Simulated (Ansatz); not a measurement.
Input file for Ansatz (a program for electronic structure):

Ansatz 0.2 input:
```yaml
crystal:
  lattice:
    - [4.1603432798, 0.0, 0.0]
    - [0.0, 4.1603432798, 0.0]
    - [0.0, 0.0, 4.1603432798]
  atoms:
    - { symbol: In, position: [0.0, 0.0, 0.0] }
    - { symbol: Ir, position: [0.0, 0.5, 0.5] }
    - { symbol: Ir, position: [0.5, 0.0, 0.5] }
    - { symbol: Ir, position: [0.5, 0.5, 0.0] }
    - { symbol: N, position: [0.5, 0.5, 0.5] }
kpoints:
  mp_grid: { grid: [7, 7, 7] }
  band_path:
    path:
      - [[0.0, 0.0, 0.0], [0.0, 0.5, 0.0], [0.5, 0.5, 0.0], [0.0, 0.0, 0.0], [0.5, 0.5, 0.5], [0.0, 0.5, 0.0]]  # Γ-X-M-Γ-R-X
      - [[0.5, 0.5, 0.5], [0.5, 0.5, 0.0]]  # R-M
    npoints: 12
basis: { ecutwfc: 600, xc_grid: 2 }
hamiltonian:
  xc: pbe
  pseudopotentials: { azcp: { folder: ./paw }, kind: paw_fr }
magnetization: { noncollinear: true, spin_orbit: true }
scf:
  n_extra_bands: 13
  convergence: { dr2_threshold: 0.0000000001 }
  occupations: { method: gaussian, width: 0.05 }
output: { eigenvalues: true }
```

Output (shortened):

```
Pseudopotential: In, paw, valence charge 13
Pseudopotential: Ir, paw, valence charge 17
Pseudopotential: N, paw, valence charge 5
Functional definition: PBE
non-collinear run that drives no moment, with spin-orbit …
Crystal: 5 atoms, lattice volume = 72.009 Å³
Basis set: ecut = 600 eV, 2469 PW (Γ), exchange–correlation on 72×72×72 points (8 copies of the dense FFT grid, shifted against one another)
Bands: 82, of which v1, the nominal top of the filled ones, is band 69 counted from 1 (68 counted from 0)
Symmetry: 48 space group operations + 48 with time reversal
k-points: 20 of 343
Projection manifold: j_resolved (fully-relativistic pseudo-atomic orbitals)
SCF iter   1: F=—  HF=-41887.995593 eV  |F-HF|=—  |Δ(HF+E_count)|=         —  Δρ=5.96e-2  dr2=2.96e0  dr2_m=0.00e0 (ungated)  ethr=3.10e-3  |M|=0.00e0 ∫|m|=0.00e0 μB  |m|>n=0.0e0 m-floor=0.0e0 τ_xc=0.0e0  β_m=0.30  ⟨swp⟩=6.2  Hψ=3635  notcnv=0  defer=6
preconditioner: auto → Kerker (q_TF=auto, 2.709 Å⁻¹)
spin=Noncollinear: Kerker preconditioning applied to the charge; magnetization (m_x, m_y, m_z) channels mix plain (no charge-response kernel on spin).
SCF iter   2: F=—  HF=-41887.578116 eV  |F-HF|=—  |Δ(HF+E_count)|=   4.17e-1  Δρ=4.05e-2  dr2=1.36e0  dr2_m=0.00e0 (ungated)  ethr=3.10e-3  |M|=0.00e0 ∫|m|=0.00e0 μB  |m|>n=0.0e0 m-floor=0.0e0 τ_xc=0.0e0  β_m=0.60  ⟨swp⟩=1.9  Hψ=998  notcnv=0  defer=76
SCF iter   3: F=—  HF=-41887.210865 eV  |F-HF|=—  |Δ(HF+E_count)|=   3.67e-1  Δρ=9.19e-3  dr2=9.70e-2  dr2_m=0.00e0 (ungated)  ethr=1.97e-3  |M|=0.00e0 ∫|m|=0.00e0 μB  |m|>n=0.0e0 m-floor=0.0e0 τ_xc=0.0e0  β_m=0.60  ⟨swp⟩=2.3  Hψ=1153  notcnv=0  defer=106
SCF iter   4: F=—  HF=-41887.191430 eV  |F-HF|=—  |Δ(HF+E_count)|=   1.94e-2  Δρ=4.43e-3  dr2=1.52e-2  dr2_m=0.00e0 (ungated)  ethr=1.41e-4  |M|=0.00e0 ∫|m|=0.00e0 μB  |m|>n=0.0e0 m-floor=0.0e0 τ_xc=0.0e0  β_m=0.80  ⟨swp⟩=2.0  Hψ=1026  notcnv=0  defer=118
SCF iter   5: F=—  HF=-41887.188194 eV  |F-HF|=—  |Δ(HF+E_count)|=   3.24e-3  Δρ=1.19e-3  dr2=9.01e-4  dr2_m=0.00e0 (ungated)  ethr=2.20e-5  |M|=0.00e0 ∫|m|=0.00e0 μB  |m|>n=0.0e0 m-floor=0.0e0 τ_xc=0.0e0  β_m=0.90  ⟨swp⟩=2.0  Hψ=1156  notcnv=0  defer=118
SCF iter   6: F=—  HF=-41887.188041 eV  |F-HF|=—  |Δ(HF+E_count)|=   1.54e-4  Δρ=2.45e-4  dr2=5.48e-5  dr2_m=0.00e0 (ungated)  ethr=1.31e-6  |M|=0.00e0 ∫|m|=0.00e0 μB  |m|>n=0.0e0 m-floor=0.0e0 τ_xc=0.0e0  β_m=0.93  ⟨swp⟩=2.0  Hψ=1173  notcnv=0  defer=118
SCF iter   7: F=—  HF=-41887.188030 eV  |F-HF|=—  |Δ(HF+E_count)|=   1.05e-5  Δρ=9.33e-5  dr2=5.68e-6  dr2_m=0.00e0 (ungated)  ethr=7.94e-8  |M|=0.00e0 ∫|m|=0.00e0 μB  |m|>n=0.0e0 m-floor=0.0e0 τ_xc=0.0e0  β_m=0.96  ⟨swp⟩=2.0  Hψ=1093  notcnv=0  defer=118
SCF iter   8: F=—  HF=-41887.188103 eV  |F-HF|=—  |Δ(HF+E_count)|=   7.22e-5  Δρ=1.98e-5  dr2=2.98e-7  dr2_m=0.00e0 (ungated)  ethr=8.23e-9  |M|=0.00e0 ∫|m|=0.00e0 μB  |m|>n=0.0e0 m-floor=0.0e0 τ_xc=0.0e0  β_m=0.98  ⟨swp⟩=2.1  Hψ=1187  notcnv=0  defer=118
SCF iter  11: F=-41887.188103 eV  HF=-41887.188103 eV  |F-HF|=7.28e-12  |Δ(HF+E_count)|=  3.64e-11  Δρ=1.03e-7  dr2=1.10e-11  dr2_m=0.00e0 (ungated)  ethr=1.00e-12  |M|=0.00e0 ∫|m|=0.00e0 μB  |m|>n=0.0e0 m-floor=0.0e0 τ_xc=0.0e0  ⟨swp⟩=8.1  Hψ=2348  notcnv=0
SCF 1 converged in 11 iterations: F = -41887.188103 eV  dr2 = 1.10e-11
NSCF: frozen V_eff on 74 k-points
SCF converged after 11 iterations
Magnetization: |M| = 0.0000 μB,  M = (+0.0000, +0.0000, +0.0000) μB
Absolute magnetization: 0.0000 μB (∫|m|)
  site 0: m = (+0.0000, +0.0000, +0.0000) μB, |m| = 0.0000 μB  (R = 1.21 Å)
  site 1: m = (+0.0000, +0.0000, +0.0000) μB, |m| = 0.0000 μB  (R = 0.86 Å)
  site 2: m = (+0.0000, +0.0000, +0.0000) μB, |m| = 0.0000 μB  (R = 0.86 Å)
  site 3: m = (+0.0000, +0.0000, +0.0000) μB, |m| = 0.0000 μB  (R = 0.86 Å)
  site 4: m = (+0.0000, +0.0000, +0.0000) μB, |m| = 0.0000 μB  (R = 0.86 Å)
Free energy (F): -41887.188103 eV
Harris-Foulkes:  -41887.188103 eV  (|F-HF|=7.28e-12)
Internal energy: -41887.183412 eV  (E = F + TS)
E sigma→0 (E₀):  -41887.185757 eV
Entropy (-TS):   -0.004691 eV (-0.938 meV/atom)
Fermi energy:    20.259790 eV
--- Per-component energies (eV) ---
  E_band       = -381.163936
  E_kinetic    = 1937.441564
  E_local      = -5023.779176  (includes V_loc(G=0)·N_el)
  E_nonlocal   = 956.263022
  E_hartree    = 1905.714514
  E_xc         = -876.593464
  E_vxc        = -914.466981  (∫ρ·V_xc dr)
  E_paw        = -32226.648738  (= ΣΔE_a)
  E_vpaw       = -1148.051516  (= ΣTr[D̂ρ^β])
  E_aug_tail   = 0.000045  (compensation charges beyond the density's cutoff)
  E_ewald      = -8559.581179
  E_smearing   = -0.004691  (= −TS)
  E_closure    = 0.000000  (closes the sum)
  Σ components = -41887.188103   (vs F -41887.188103, Δ=0.00e0)
  [band-id]    e_kinetic+e_local+e_nonlocal+2·e_hartree+e_vxc+e_vpaw+e_augmentation_tail = -381.164013   (vs E_band -381.163936, Δ=-7.69e-5)
--- Band table (eV; the first three rows and the last of 20) ---
  k-point 0: bands = ["-72.0030", "-72.0030", "-71.9806", "-71.9806", "-71.9806", "-71.9806", "-38.9096", "-38.9096", "-38.9096", "-38.9096", "-38.8302", "-38.8302", "-25.7826", "-25.7826", "-25.5705", "-25.5705", "-25.5705", "-25.5705", "-25.1701", …
  k-point 1: bands = ["-72.0020", "-72.0020", "-71.9816", "-71.9816", "-71.9806", "-71.9806", "-38.9096", "-38.9096", "-38.9062", "-38.9062", "-38.8337", "-38.8337", "-25.7728", "-25.7728", "-25.5780", "-25.5780", "-25.5675", "-25.5675", "-25.1745", …
  k-point 2: bands = ["-71.9994", "-71.9994", "-71.9842", "-71.9842", "-71.9806", "-71.9806", "-38.9097", "-38.9097", "-38.8969", "-38.8969", "-38.8432", "-38.8432", "-25.7467", "-25.7467", "-25.5990", "-25.5990", "-25.5606", "-25.5606", "-25.1845", …
  k-point 19: bands = ["-71.9888", "-71.9888", "-71.9877", "-71.9877", "-71.9877", "-71.9877", "-38.8935", "-38.8935", "-38.8808", "-38.8808", "-38.8780", "-38.8780", "-25.7842", "-25.7842", "-25.5627", "-25.5627", "-25.5560", "-25.5560", "-25.3118", …
```

Cost: roughly 110 core-seconds on shared cores.

Space group Pm-3m (anti-perovskite). The start of the workflow was typed in or built on a structure type; neither database checked (COD, Materials Project) lists it. Whether it is the stable phase at ambient conditions was not checked. Symmetry was held in the PBE relaxation; whether a distortion lowers the energy is not shown. The run is not spin-polarised. The volume moved by 16 % from the start of the relaxation. Its formation energy is positive at this level, so the cell may be metastable or incomplete.

Potentials: the earlier of the program's two PAW sets.

Ansatz is a plane-wave DFT program.
